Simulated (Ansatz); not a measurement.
B (diamond, Fd-3m) at seven volumes, the program Ansatz at the PBE level (PAW), scaled uniformly. One row is withheld.

```tsv
V (Å³/atom)	P (GPa)
7.561	19.72
7.811	?
8.060	5.68
8.309	-0.02
8.558	-4.99
8.808	-9.33
9.057	-13.10
```

Problem. Fit the shown pressures and predict the withheld one.

Solution. P = (3/2)B₀(x^(7/2) − x^(5/2))[1 + (3/4)(B′ − 4)(x − 1)] with x = (V₀/V)^(2/3). Least squares on the six rows gives V₀ = 8.308 Å³/atom, B₀ = 177 GPa, B′ = 3.56. At V = 7.811, x = 1.0420 and P = 12.18 GPa. The run itself gave 12.22 GPa.

The start of the workflow was typed in or built on a structure type; neither database checked (COD, Materials Project) lists it. It is not the phase usual at ambient conditions (space group No. 166). The cell was relaxed with PBE under the symmetry of its start; whether a distortion lowers the energy is not shown.

Potentials: the earlier of the program's two PAW sets.
